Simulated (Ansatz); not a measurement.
# Ga₃Se: a vibration from a frozen displacement

Theory: DFT PBE+D3(BJ), scalar-relativistic, plane waves, PAW in Ansatz 0.2.0. The runs took a 420 eV cutoff, a Γ-centred 12×12×12 mesh and Gaussian smearing (0.15 eV). No spin polarisation. Energies are free energies at this smearing, counted from the undisturbed cell; pressure is positive in compression.

Zero of the scan (relaxed at this level; it needn't be the usual structure):

```yaml
crystal:
  lattice:
    - [4.32361, 0.00000, 0.00000]
    - [0.00000, 4.32361, 0.00000]
    - [0.00000, 0.00000, 4.32361]
  atoms:
    - { symbol: Ga, position: [0.00000, 0.50000, 0.50000] }
    - { symbol: Ga, position: [0.50000, 0.00000, 0.50000] }
    - { symbol: Ga, position: [0.50000, 0.50000, 0.00000] }
    - { symbol: Se, position: [0.00000, 0.00000, 0.00000] }
```

Atom 4 (Se) is moved by x along the Cartesian unit vector (0.000, 1.000, 0.000); the cell and all other atoms stay fixed. The cell's volume is 80.82 Å³; the moved atoms weigh 78.971 u together and the others 209.169 u. Some rows repeat others by symmetry and weren't run.

| x (Å) | ΔE (meV/cell) | total force on the moved atoms along the move (eV/Å) | pressure (GPa) |
| --- | --- | --- | --- |
| -0.2000 | 14.54 | 0.1518 | 0.3213 |
| -0.1667 | 9.96 | 0.1234 | 0.2358 |
| -0.1333 | 6.29 | 0.0965 | 0.1663 |
| -0.0667 | 1.55 | 0.0467 | 0.0750 |
| 0.0000 | 0.00 | 0.0000 | 0.0448 |
| 0.0667 | 1.55 | -0.0467 | 0.0750 |
| 0.1333 | 6.29 | -0.0965 | 0.1663 |
| 0.1667 | 9.96 | -0.1234 | 0.2358 |
| 0.2000 | 14.54 | -0.1518 | 0.3213 |

Problem. What frequency belongs to this motion?

Solution. The force constant is k = −dF/dx = 0.700 eV/Å², from the parabola through x = -0.0667, 0 and 0.0667. In every cell the moved atoms swing against the rest, so the mass is μ = m₁m₂/(m₁ + m₂) = 57.327 u, and ν̃ = 521.5 cm⁻¹ × √(|k|/μ) = 58 cm⁻¹. The pattern needn't be a normal mode: ν̃² is then a weighted mean of the squared nonzero frequencies at the zone centre of this cell, so it lies between the lowest and the highest of them.

Problem. How far does the harmonic law reach?

Solution. At x = -0.200 Å, kx²/2 = 14.00 meV against the computed 14.54 meV (+3.8 %): the well is still close to harmonic there.

Problem. The pressure changes with x². What does that say about the frequency under compression?

Solution. With E = k(V)x²/2, k ∝ V^(−2γ) and x scaling with the cell as V^(1/3), P − P0 = −∂E/∂V = (2γ − 2/3) ΔE/V. At x = 0.1333 Å, V(P − P0) = 80.82 × 0.12152 / 160.2 eV = 61.30 meV and ΔE = 6.29 meV, so γ = 1/3 + V(P − P0)/(2ΔE) = 5.21. This is the Grüneisen parameter of the motion under uniform scaling of the cell: shrinking the cell evenly by 1 % in volume raises the frequency by about 5.21 %. Values this far from the 1 to 3 of most solids mark a soft motion whose force constant is small beside what it shares with volume.

In a metal these slopes depend on the k mesh and the smearing.